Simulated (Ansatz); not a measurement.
## HgPd: do energies and stresses tell the same story?

All numbers below come from Ansatz 0.2.0, DFT PBEsol, scalar-relativistic, plane waves, PAW.

Settings: cutoff 420 eV, Γ-centred mesh 14×14×12 on the computed 2-atom cell, Gaussian smearing of 0.10 eV; no spin polarisation.

Relaxed cell: P4/mmm, a = 3.010 Å, b = 3.010 Å, c = 3.742 Å, α = 90.00°, β = 90.00°, γ = 90.00°, 2 atoms in the primitive cell. Whether it is the stable form of this composition wasn't checked.

Energies at zero smearing and pressures from the stress tensor, at volumes with shape and atoms relaxed:
| V (Å³/atom) | E − E(first) (meV/atom) | P (GPa) |
| --- | --- | --- |
| 14.913 | 0.00 | 26.97 |
| 15.422 | -71.03 | 18.11 |
| 15.930 | -116.53 | 10.83 |
| 16.439 | -141.08 | 4.87 |
| 16.947 | -148.49 | 0.00 |
| 17.456 | -141.91 | -3.98 |
| 17.964 | -123.93 | -7.22 |
| 18.642 | -85.81 | -10.61 |

Problem. Check P = −dE/dV between neighbouring volumes, and get the bulk modulus from the pressures alone.

Solution. With 1 eV/Å³ = 160.2 GPa:
```json
{"middle V (Å³/atom)": "15.168", "−ΔE/ΔV (GPa)": "22.385", "mean P (GPa)": "22.538"}
{"middle V (Å³/atom)": "15.676", "−ΔE/ΔV (GPa)": "14.337", "mean P (GPa)": "14.470"}
{"middle V (Å³/atom)": "16.184", "−ΔE/ΔV (GPa)": "7.738", "mean P (GPa)": "7.854"}
{"middle V (Å³/atom)": "16.693", "−ΔE/ΔV (GPa)": "2.334", "mean P (GPa)": "2.437"}
{"middle V (Å³/atom)": "17.201", "−ΔE/ΔV (GPa)": "-2.073", "mean P (GPa)": "-1.989"}
{"middle V (Å³/atom)": "17.710", "−ΔE/ΔV (GPa)": "-5.665", "mean P (GPa)": "-5.599"}
{"middle V (Å³/atom)": "18.303", "−ΔE/ΔV (GPa)": "-9.011", "mean P (GPa)": "-8.915"}
```

The two differ by 0.15 GPa at most. The mean of two end pressures misses the average over a step by about ΔV² P″/12, up to 0.14 GPa here; with that taken off 0.02 GPa remains. Around V = 16.947 Å³/atom, the two neighbours give B = −V ΔP/ΔV = 16.947 × 8.85 / 1.017 = 147.5 GPa, against B0 = 146.6 GPa from the Birch–Murnaghan fit of the energies.

Spin–orbit coupling is left out, which can shift energies with elements as heavy as these.